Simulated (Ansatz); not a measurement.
Starting cell, Tl (hcp, Mg type):

```
CELL_PARAMETERS angstrom
      7.03993     0.00000     0.00000
     -1.75998     3.04838     0.00000
      0.00000     0.00000     5.60163
ATOMIC_POSITIONS crystal
  Tl 0.16667 0.66667 0.75000
  Tl 0.66667 0.66667 0.75000
  Tl 0.33333 0.33333 0.25000
  Tl 0.83333 0.33333 0.25000
```

Scan: atom 1 (Tl, nearest neighbour Tl at 3.460 Å; its periodic images, 3.5 Å or more away, move with it) is displaced along Cartesian z, direction (0.000, 0.000, 1.000) in Cartesian axes, by s. The other atoms stay.

These are r2SCAN (plane waves to 500 eV, PAW, scalar-relativistic; Ansatz, an electronic-structure program) values and carry that method's errors. k mesh 6×12×7 (Γ-centred), Fermi-Dirac smearing 0.05 eV. E stands for the smeared free energy. With partly filled bands, energies and forces of such displacements shift with the k mesh and the smearing. Spin-orbit coupling is left out, though Tl is heavy. Tl was relaxed with its symmetry unable to fall. The zero of ΔE is the undisplaced structure. The last digit holds for this mesh only.

| s (Å) | ΔE (meV/cell) |
|---|---|
| -0.350 | 131.4 |
| -0.280 | withheld |
| -0.210 | 46.7 |
| -0.140 | 20.7 |
| -0.070 | 5.2 |
| 0.000 | 0.0 |
| 0.070 | 5.2 |
| 0.140 | 20.7 |
| 0.210 | 46.7 |
| 0.280 | withheld |
| 0.350 | 131.4 |

**Question.** Fit an even polynomial form (powers 2, 4) to the given rows and predict ΔE at s = 0.280.

**Answer.** Least squares on the 9 given rows: ΔE = (1052)·s² + (169.5)·s⁴, in meV/cell with s in Å; root-mean-square residual 0.02 meV/cell. At 0.280 the fit gives 83.5 meV/cell; the calculation gives 83.4 meV/cell, so the interpolation is off by 0.1 (+0.1 %). The quadratic term alone would give 82.5 meV/cell.

(A displaced cell: forces are minus the slopes of the energy, force constants its curvatures, and phonons follow from these.)
